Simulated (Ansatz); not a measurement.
Rb2LiScF6:
```yaml
crystal:
  lattice:
    - [0.00000, 4.15349, 4.15349]
    - [4.15349, 0.00000, 4.15349]
    - [4.15349, 4.15349, 0.00000]
  atoms:
    - { symbol: Rb, position: [0.25000, 0.25000, 0.25000] }
    - { symbol: Rb, position: [0.75000, 0.75000, 0.75000] }
    - { symbol: Li, position: [0.50000, 0.50000, 0.50000] }
    - { symbol: Sc, position: [0.00000, 0.00000, 0.00000] }
    - { symbol: F, position: [0.24380, 0.24380, 0.75620] }
    - { symbol: F, position: [0.75620, 0.75620, 0.24380] }
    - { symbol: F, position: [0.75620, 0.24380, 0.24380] }
    - { symbol: F, position: [0.24380, 0.75620, 0.75620] }
    - { symbol: F, position: [0.24380, 0.75620, 0.24380] }
    - { symbol: F, position: [0.75620, 0.24380, 0.75620] }
```

Relaxed with r²SCAN.

Question: Give the Bader charges and basin volumes of the independent atoms, plane-wave PAW r²SCAN (Ansatz code).

Answer: 

| atom | Bader charge (e) | Bader volume (Å³) |
|---|---|---|
| Rb1 | +0.90 | 22.2 |
| Li3 | +0.93 | 3.3 |
| Sc4 | +2.22 | 8.0 |
| F5 | -0.82 | 14.6 |

Space group Fm-3m. The first step of the workflow began from a Materials Project structure, measured or hypothetical; the Crystallography Open Database copy checked does not list it. Whether it is the stable phase at ambient conditions was not checked. The r²SCAN relaxation kept the symmetry of its start; whether a distortion lowers the energy is not shown. The run is not spin-polarised.

Potentials: the later of the program's two PAW sets.
